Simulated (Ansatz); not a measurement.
NbC:
```yaml
crystal:
  lattice:
    - [0.00000, 2.24248, 2.24248]
    - [2.24248, 0.00000, 2.24248]
    - [2.24248, 2.24248, 0.00000]
  atoms:
    - { symbol: Nb, position: [0.00000, 0.00000, 0.00000] }
    - { symbol: C, position: [0.50000, 0.50000, 0.50000] }
```

Relaxed with PBE. Special points in fractions of this cell's reciprocal vectors: Γ (0.000, 0.000, 0.000); X (0.500, 0.000, 0.500); U (0.625, 0.250, 0.625); K (0.375, 0.375, 0.750); L (0.500, 0.500, 0.500); W (0.500, 0.250, 0.750).

Question: List the band energies nearest the Fermi level at these points for PBE with spin–orbit coupling (plane waves, PAW; program Ansatz).

Answer: In eV from the Fermi level; about four levels below and three above (degenerate sets whole), none deeper than 8.9 eV; points with the same levels are listed once.

| k | below | above |
|---|---|---|
| Γ | -0.23 -0.23 -0.23 -0.23 | 0.32 0.32 0.32 0.32 |
| X | -1.41 -1.41 -1.27 -1.27 | 1.92 1.92 3.09 3.09 |
| U | -3.50 -3.50 -0.34 -0.34 | 2.41 2.41 3.34 3.34 |
| L | -5.12 -5.12 -5.09 -5.09 | 2.07 2.07 2.07 2.07 |
| W | -4.46 -4.46 -4.31 -4.31 | 1.48 1.48 1.49 1.49 |

Space group Fm-3m (rock salt). Symmetry was held in the PBE relaxation; phonons on a q-mesh show no instability. The run is not spin-polarised.

Potentials: the later of the program's two PAW sets.
